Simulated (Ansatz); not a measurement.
The elements of this relaxed trial sheet are hidden behind letters. The sheet is periodic along a and b; c holds vacuum.

```
lattice vectors (Å)
   3.3492    0.0000    0.0000
   0.0000    4.1174    0.0000
   0.0000    0.0000   29.2072
fractional positions
X 0.0000 0.0000 0.2910
Z 0.5000 0.0000 0.3337
Z 0.0000 0.5000 0.2910
Z 0.5000 0.0000 0.2484
```

Theory: DFT PBE, scalar-relativistic, plane waves, PAW in Ansatz. Settings of the last relaxation (4-atom cell): 420 eV, 14×12×1 k points, Gaussian smearing of 0.10 eV, no spin polarisation.

| Item | Value |
| --- | --- |
| Layer group | pmmm (No. 37) |
| In-plane cell | a = 3.349 Å, b = 4.117 Å, γ = 90.0° |
| Area per atom | 3.45 Å² |
| Thickness between the outermost nuclei | 2.49 Å |
| Formation energy | −1.67 eV/atom |
| Gap on the 14×12×1 mesh of the 4-atom cell | 0 eV (a metal) |

Energies are uncorrected and count from the elements' standard states at the same level.

Task: X is a d-block element of period 6 and Z is a p-block element of period 2. Which elements are they?

Result: X = Hf, Z = O, so the formula is HfO3. Hf at height 1.25 Å has 6 O at 2.06–2.09 Å; O at height 2.49 Å has 2 Hf at 2.09 Å; O at height 1.25 Å has 2 Hf at 2.06 Å. Other elements may fit the hints; this set was computed.

These runs have no spin–orbit coupling, which can matter for Hf. The cell is a metal run without spin; a magnetic state may lie lower. Symmetry constrained the relaxation, so the result can be a saddle point.
